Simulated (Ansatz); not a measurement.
Here is the system:

LuBRh3:
```yaml
crystal:
  lattice:
    - [4.14185, 0.00000, 0.00000]
    - [0.00000, 4.14185, 0.00000]
    - [0.00000, 0.00000, 4.14185]
  atoms:
    - { symbol: Rh, position: [0.00000, 0.50000, 0.50000] }
    - { symbol: Rh, position: [0.50000, 0.00000, 0.50000] }
    - { symbol: Rh, position: [0.50000, 0.50000, 0.00000] }
    - { symbol: B, position: [0.50000, 0.50000, 0.50000] }
    - { symbol: Lu, position: [0.00000, 0.00000, 0.00000] }
```

This is the r²SCAN-relaxed structure.

All from r²SCAN (plane waves, PAW; program Ansatz), unless another level is named. Give the electronic character.

metallic (no gap).

And the formation energy from the elements (no fitted shifts)?

-0.86 eV/atom.

What about the density of states at the Fermi level?

0.74 states/eV per atom (mean over ±0.08 eV).

And the gap with spin–orbit coupling?

none (metallic).

Space group Pm-3m (cubic perovskite). The workflow started from an entry of the Crystallography Open Database (COD). Its standing as an ambient phase is unchecked. The cell was relaxed with r²SCAN under the symmetry of its start; its stability against distortions is not shown here. No spin polarisation was allowed. The references are the lowest solids computed at this level, not always the standard phases. Spin–orbit coupling is left out wherever it is not named.

Potentials: the later of the program's two PAW sets.
